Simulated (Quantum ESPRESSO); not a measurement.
One change at a time to RuScTi6

All numbers below are calculated, not measured. They come from Quantum ESPRESSO 7.5, a public plane-wave density functional program. Each row is one single-point run on a made-up periodic cell of eight metal atoms, with elements, volume, strain and displacements drawn at random and not relaxed, so a cell may be unstable or far from any real phase. There is no spin polarisation or spin-orbit coupling.

Settings: PBE unless stated; PseudoDojo standard norm-conserving files; Fermi-Dirac width 0.25 eV, which means electrons at about 2900 K; cutoff 1143 eV; 5 x 5 x 4 k mesh shifted half a step off Gamma. E is the free energy of the whole cell (internal energy minus TS), so a -TS column is already part of it. Stress is positive in tension, and the pressure P is minus a third of its trace.

Checks: one run of this series was repeated at a higher cutoff and on a denser mesh, which moved values by no more than 0.003 eV, 0.02 GPa and 0.003 eV/Å, and a second program with other atomic files agreed on it to 2 % rms in force and 0.5 GPa in pressure. Known limits: a spin test at this wide smearing found no moment, but such smearing suppresses magnetism that the real alloy may have.

The lattice is face-centred cubic, and the cell vectors in Å are (2.094, 4.135, 2.115); (2.005, -4.082, 2.096); (1.979, 0.008, -6.246), a volume of 139.38 Å³ in run 1. The elements on sites 1 to 8 are Sc Ti Ti Ti Ti Ru Ti Ti. Each later run makes one change to run 1 and keeps the rest. E is counted from run 1, and is n/a where other atomic files have another zero of energy.

```
run                           change  V (Å³)  P (GPa)  -TS (eV)  rms force (eV/Å)  largest change of a force component (eV/Å)  E (eV)
  1                             none  139.38     1.51    -2.606             0.399                                       0.000   0.000
  2          sites 1 and 7 exchanged  139.38     1.28    -2.615             0.328                                       0.608  -0.154
  3    all lengths scaled by +0.91 %  143.22    -1.38    -2.677             0.372                                       0.108  -0.001
  4           PBEsol in place of PBE  139.38    -3.12    -2.608             0.384                                       0.086     n/a
  5                     Mg on site 3  139.38     3.39    -2.376             0.377                                       0.332     n/a
  6  site 3 moved by -0.18 Å along y  139.38     1.84    -2.600             0.429                                       0.517       ?
```

## Worked estimate

Along the move dE = -F dx. The force on site 3 along y is 0.123 eV/Å in run 1 and 0.640 eV/Å in run 6, and the move is -0.18 Å, so the mean force times the move gives an estimate.

## Withheld value

Question: what E should run 6 give?

The estimate is 0.069 eV. The calculation gave 0.068 eV.
